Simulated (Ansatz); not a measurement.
BN:
```xyz
4
Lattice="2.5227 0.0000 0.0000 -1.2614 2.1847 0.0000 0.0000 0.0000 4.1744" Properties=species:S:1:pos:R:3 pbc="T T T"
B      1.2614     0.7282     4.1731
B      0.0000     1.4565     2.0859
N      1.2614     0.7282     2.6102
N      0.0000     1.4565     0.5230
```

x, y and z are the axes in which the lattice vectors are written.

### Question
Give the proper piezoelectric stress tensor with relaxed ions from plane-wave PAW LDA (Ansatz code).

### Answer
In C/m², rows x, y, z, Voigt columns; mesh uncertainty up to 0.00.
```
 0.00   0.00   0.00   0.00  -0.30   0.00
 0.00   0.00   0.00  -0.30   0.00   0.00
-0.31  -0.31   0.90   0.00   0.00   0.00
```

The elastic tensor of the same run (GPa):

```
 987   146  63.8   0.0   0.0   0.0
 146   987  63.8   0.0   0.0   0.0
63.8  63.8  1090   0.0   0.0   0.0
 0.0   0.0   0.0   346   0.0   0.0
 0.0   0.0   0.0   0.0   346   0.0
 0.0   0.0   0.0   0.0   0.0   420
```

### Question
Convert to strain constants d = e·S.

### Answer
In pC/N:
```
 0.0   0.0   0.0   0.0  -0.9   0.0
 0.0   0.0   0.0  -0.9   0.0   0.0
-0.3  -0.3   0.9   0.0   0.0   0.0
```

Space group P6_3mc (wurtzite). The cell was relaxed with LDA under the symmetry of its start. Signs of piezoelectric constants follow the polarity of the cell as given.

Potentials: the earlier of the program's two PAW sets. The files were generated under PBE; for other functionals the program regenerates the frozen cores, and for LDA and PBEsol the local potential too.
